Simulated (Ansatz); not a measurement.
# Surface calculation: diamond Si (211), 2 layers

The slab is cut from the diamond crystal, the stable phase, as relaxed on PAW files (20.47 Å³/atom), with 16 Å of vacuum and a dipole correction:

```
Si
1.0
     9.47595    0.00000    0.00000
     0.00000    3.86854    0.00000
     0.00000    0.00000   17.11680
Si
4
Direct
  0.79167 0.75000 0.46738
  0.54167 0.75000 0.46738
  0.45833 0.25000 0.53262
  0.20833 0.25000 0.53262
```

Level of theory: DFT with PBE, scalar-relativistic, in Ansatz 0.2.0; a Γ-centred 3×7×1 k mesh, Fermi–Dirac smearing of 0.02 eV, no spin polarisation. LAPW: all electrons, basis error target 1 meV/atom; PAW: frozen-core files, cutoff 420 eV.

The bulk energy comes from a cell in the slab's orientation on a 3×7×4 mesh. The surface energy is (E(slab) − N·E(bulk))/2A at zero smearing, the mean of both faces; thin slabs carry quantum-size effects.

Real surfaces of this kind reconstruct, which a 1×1 cell forbids.

Q: As cut, the LAPW slab lies 6.763 eV above 4 atoms of bulk. What surface energy is that?

A: Over two faces of 36.66 Å² it is 92.2 meV/Å², and times 16.02 J/m² per eV/Å² that gives γ = 1.478 J/m².

Q: What do relaxation and the other method give, and what work function comes out?

A: 

```csv
method,γ as cut (J/m²),γ relaxed (J/m²),Φ as cut (eV),Φ relaxed (eV)
LAPW,1.478,1.424,4.75,4.95
PAW,1.478,1.424,4.75,4.95
```

Q: How do the spacings between the planes relax?

A: From the bottom face up: d12 -35.0 % of 1.117 Å. The outer plane rumples by 0.555 Å.

Q: What changes if the vacuum is set to 13 Å?

A: LAPW then gives: no gap, work function 4.95 eV; PAW: no gap, work function 4.95 eV.
